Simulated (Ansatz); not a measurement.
MgB₂ (AlB2 type, space group P6/mmm)

```
MgB2
1.0
    6.14864     0.00000     0.00000
   -1.53716     2.66244     0.00000
    3.07432     0.00000     3.52754
Mg B
2 4
Direct
  0.00000   0.00000   0.00000
  0.50000   0.00000   0.00000
  0.91667   0.66667   0.50000
  0.41667   0.66667   0.50000
  0.08333   0.33333   0.50000
  0.58333   0.33333   0.50000
```

The atoms are displaced by Q × the pattern below (from a DFPT mode at L = (0.5, 0.0, 0.5), largest move 1; Q in Å), at fixed cell. (q is in reciprocal vectors of the primitive cell; the cell shown is doubled to hold the pattern.)

```csv
atom,x,y,z
B3,0.866,0.500,0.000
B4,-0.866,-0.500,0.000
B5,-0.866,-0.500,0.000
B6,0.866,0.500,0.000
```

Atoms not listed stay in place.

Level of theory: PBE (plane waves to 420 eV, PAW, scalar-relativistic; Ansatz, an electronic-structure program). k mesh 17×17×17 (Γ-centred), Fermi-Dirac smearing 0.05 eV. With partly filled bands, energies and forces of such displacements shift with the k mesh and the smearing. MgB2 was relaxed with its symmetry unable to fall. 

| Q (Å) | −dE/dQ from forces (eV/Å) |
|---|---|
| -0.180 | 14.188 |
| -0.150 | 12.284 |
| -0.120 | 10.159 |
| -0.090 | 7.827 |
| -0.060 | 5.319 |
| -0.030 | 2.693 |
| 0.000 | 0.000 |
| 0.030 | -2.693 |
| 0.060 | -5.319 |
| 0.090 | -7.827 |
| 0.120 | -10.159 |
| 0.150 | -12.284 |
| 0.180 | -14.188 |

Question: What harmonic wavenumber does the curvature at Q = 0 give?

Answer: 753 cm⁻¹. E″ = 90.13 eV/Å², M = Σ mᵢ|uᵢ|² = 43.2 u, ν̃ = 521.5·√(|E″|/M).

(A displaced cell: forces are minus the slopes of the energy, force constants its curvatures, and phonons follow from these.)
